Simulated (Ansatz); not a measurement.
A plane-wave DFT run in Ansatz 0.2.0 (scalar-relativistic PAW potentials unless the input names others): input and command.

```yaml
crystal:
  lattice:
    - [0.0, 3.7003939999, 3.7003939999]
    - [3.7003939999, 0.0, 3.7003939999]
    - [3.7003939999, 3.7003939999, 0.0]
  atoms:
    - { symbol: Ag, position: [0.375144864, 0.8745654079, 0.375144864] }
    - { symbol: Ag, position: [0.375144864, 0.375144864, 0.8745654079] }
    - { symbol: Ag, position: [0.375144864, 0.375144864, 0.375144864] }
    - { symbol: Ag, position: [0.8745654079, 0.375144864, 0.375144864] }
    - { symbol: Mo, position: [0.0, 0.0, 0.0] }
    - { symbol: Os, position: [0.75, 0.75, 0.75] }
basis:
  ecutwfc: 420
kpoints:
  mp_grid: { grid: [0, 10, 10] }
hamiltonian:
  xc: pbe
scf:
  occupations: { method: gaussian, width: 0.1 }
  max_iter: 80
output:
  forces: true
  eigenvalues: true
  stress: true
```

```bash
ansatz run input.yaml --threads 1 --pin off --max-ram 2560MiB --backend cpu --events-out ev --progress --plain --runs-dir out
```

Problem. What is wrong with this input?

Solution. The program refuses it, because of a mesh with a zero (kpoints.mp_grid.grid: [10, 10, 10] → [0, 10, 10]). With the sound run's settings it is accepted.

Abridged log:
```
Error: invalid value for `kpoints.mp_grid.grid`: each dimension must be in 1..=255
```